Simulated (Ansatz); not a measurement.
Si3Ge:
```
CELL_PARAMETERS angstrom
      3.88616     0.00000     0.00000
      0.00000     3.88616     0.00000
      0.00000     0.00000     5.48865
ATOMIC_POSITIONS crystal
  Si 0.50000 0.00000 0.75487
  Si 0.00000 0.00000 0.00000
  Si 0.00000 0.50000 0.24513
  Ge 0.50000 0.50000 0.50000
```

DFT-r²SCAN in the program Ansatz with PAW potentials gives a gap of 0.56 eV without spin–orbit coupling, maximum at Γ, minimum at M.

**Question.** What happens when spin–orbit coupling is switched on?

**Answer.** The gap shrinks by 0.04 eV, to 0.52 eV; maximum at Γ, minimum at M.

**Question.** Give the electron effective mass with spin–orbit coupling.

**Answer.** 0.19, 0.42, 0.42 mₑ (principal values).

**Question.** Give the hole effective mass with spin–orbit coupling.

**Answer.** 0.17, 0.19, 0.24 mₑ (principal values).

Space group P-4m2. The start of the workflow was typed in or built on a structure type; neither database checked (COD, Materials Project) lists it. Whether it is the stable phase at ambient conditions was not checked. The cell was relaxed with r²SCAN under the symmetry of its start; its stability against distortions is not shown here.

Potentials: the later of the program's two PAW sets.
